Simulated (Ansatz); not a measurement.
Data:

SiO₂ (alpha-quartz type, space group P3_121)

```cif
data_O6Si3
_chemical_formula_sum 'Si3 O6'
_space_group_name_H-M_alt 'P 1'
_space_group_IT_number 1
_cell_length_a 5.02041
_cell_length_b 5.02041
_cell_length_c 5.50900
_cell_angle_alpha 90.000
_cell_angle_beta 90.000
_cell_angle_gamma 120.000
loop_
_space_group_symop_operation_xyz
  'x, y, z'
loop_
_atom_site_label
_atom_site_type_symbol
_atom_site_fract_x
_atom_site_fract_y
_atom_site_fract_z
_atom_site_occupancy
Si1 Si 0.47643 0.00000 0.33333 1
Si2 Si 0.00000 0.47643 0.66667 1
Si3 Si 0.52357 0.52357 0.00000 1
O1 O 0.41444 0.25595 0.20559 1
O2 O 0.74405 0.15849 0.53893 1
O3 O 0.84151 0.58556 0.87226 1
O4 O 0.15849 0.74405 0.46107 1
O5 O 0.25595 0.41444 0.79441 1
O6 O 0.58556 0.84151 0.12774 1
```

E(V) scan at fixed shape, V₀ the volume above. The atoms relax within the cell's symmetry.

These are PBE (plane waves to 420 eV, PAW, scalar-relativistic; Ansatz, a quantum-chemistry and plane-wave program) values and carry that method's errors. k mesh 8×8×6 (Γ-centred), Fermi-Dirac smearing 0.05 eV. Energies are smeared free energies. Compression counts positive. The relaxing atoms change the space group within the scan (P6_422 at V/V₀ = 1.107), so nothing is fitted. SiO2 was relaxed with its symmetry unable to fall. The PAW data are Ansatz's earlier set. The zero of ΔE is the relaxed starting cell.

The scan covers V/V₀ from 0.840 to 1.160 in 13 points.

What is ΔE at V/V₀ = 1.160?

61.6 meV/atom.

What is ΔE at V/V₀ = 0.840?

50.6 meV/atom.

What pressure does the cell carry at V/V₀ = 0.840?

9.2 GPa.

(A scan under strain: stresses follow from slopes of the energy per volume, elastic moduli from its curvatures.)
